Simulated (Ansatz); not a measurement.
The relaxed structure here is a generated cell of GeRh3: the first start was made by a random draw of sites in a space group, and the end was not matched to a known phase here, so it may be hypothetical.

The start is a randomly generated symmetric cell of GeRh3 (space group No. 47). Cell shape, volume and atoms are optimised at zero target pressure with r2SCAN (plane waves to 500 eV, PAW, scalar-relativistic; Ansatz, an electronic-structure program). The first steps use a 12×8×6 k-mesh.

The start:
```
CELL_PARAMETERS angstrom
      2.78176     0.00000     0.00000
      0.00000     3.98863     0.00000
      0.00000     0.00000     5.80239
ATOMIC_POSITIONS crystal
  Ge 0.50000 0.50000 0.50000
  Rh 0.50000 0.00000 0.00000
  Rh 0.50000 0.00000 0.50000
  Rh 0.50000 0.50000 0.00000
```

Task: By how much does the energy per atom fall from start to end?

Result: About 1.5 eV/atom.

Task: Is the relaxed structure metallic? Give its gap.

Result: No gap (metallic).

Final values are on a 10×10×18 k-mesh of the relaxed cell. The start holds a very short contact (Ge–Rh 1.99 Å). No spin polarisation in the result. The relaxed primitive cell holds an odd number of electrons. A magnetic state may lie lower.

The run could not lose the symmetry of its start: the end is stationary, and may be a saddle point rather than a minimum.

All atoms sit on sites fixed by symmetry, so only the cell could relax.
